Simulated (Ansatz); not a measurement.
Relaxed MgRh (CsCl type):

```
CELL_PARAMETERS angstrom
      6.09456     0.00000     0.00000
      3.04728     3.04728     0.00000
      0.00000     0.00000     3.04728
ATOMIC_POSITIONS crystal
  Mg 0.00000 0.00000 0.00000
  Mg 0.50000 0.00000 0.00000
  Rh 0.00000 0.50000 0.50000
  Rh 0.50000 0.50000 0.50000
```

A phonon eigenvector at M = (0.5, 0.5, 0.0) is frozen into this cell: atom i moves by Q times the vector below, so Q is the largest atomic displacement, in Å. The cell is held. It is one choice among 2 degenerate patterns. (q is in reciprocal vectors of the primitive cell; the cell shown is doubled to hold the pattern.)

```json
[
 {"atom": "Mg1", "x": "0.841", "y": "0.000", "z": "0.000"},
 {"atom": "Mg2", "x": "-0.841", "y": "0.000", "z": "0.000"},
 {"atom": "Rh3", "x": "0.000", "y": "1.000", "z": "0.000"},
 {"atom": "Rh4", "x": "0.000", "y": "-1.000", "z": "0.000"}
]
```

Method: LDA (plane waves to 420 eV, PAW, scalar-relativistic; Ansatz, a first-principles code). k mesh 15×15×15 (Γ-centred), Fermi-Dirac smearing 0.05 eV. The energy includes the smearing's −TS. With partly filled bands, energies and forces of such displacements shift with the k mesh and the smearing. MgRh is run without spin polarisation. MgRh was relaxed with its symmetry unable to fall. The zero of ΔE is the undisplaced structure. The last digit holds for this mesh only.

```
Q (Å)    ΔE (meV/cell)
-------  -------------
-0.2800          419.6
-0.2333          242.2
-0.1867          129.6
-0.1400           61.9
-0.0933       withheld
-0.0467            5.4
0.0000             0.0
0.0467             5.4
0.0933        withheld
0.1400            61.9
0.1867           129.6
0.2333           242.2
0.2800           419.6
```

Question: Fit an even polynomial form (powers 2, 4) to the given rows and predict ΔE at Q = -0.0933.

Answer: Least squares on the 11 given rows: ΔE = (2412)·Q² + (37490)·Q⁴, in meV/cell with Q in Å; root-mean-square residual 0.12 meV/cell. At -0.0933 the fit gives 23.8 meV/cell; the calculation gives 23.9 meV/cell, so the interpolation is off by -0.1 (-0.4 %). The quadratic term alone would give 21.0 meV/cell.

(A displaced cell: forces are minus the slopes of the energy, force constants its curvatures, and phonons follow from these.)
